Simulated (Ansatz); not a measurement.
Ga3Ni2 (La2O3 or Ni2Al3 type, P-3m1) under volume change, r²SCAN (plane waves, PAW; program Ansatz), shape and atoms relaxed at each volume.

```csv
V (Å³/atom),E − E(relaxed) (meV/atom),P (GPa)
12.768,…,…
13.176,5.8,4.70
13.583,0.0,-0.01
13.991,5.2,-3.95
14.398,…,…
```

Q: Some entries are withheld; supply them.

A: 
- 14.398, E − E(relaxed) (meV/atom): 19.5
- 14.398, P (GPa): -7.24
- 12.768, E − E(relaxed) (meV/atom): 24.7
- 12.768, P (GPa): 10.30

Q: What does a third-order Birch–Murnaghan fit give for V₀, B₀ and B′?

A: V₀ = 13.58 Å³/atom, B₀ = 143 GPa, B′ = 4.9.

The workflow started from an entry of the Crystallography Open Database (COD). Its standing as an ambient phase is unchecked. The cell was relaxed with r²SCAN under the symmetry of its start; its stability against distortions is not shown here. The workflow began spin-polarised and lost its moments.

Potentials: the later of the program's two PAW sets.
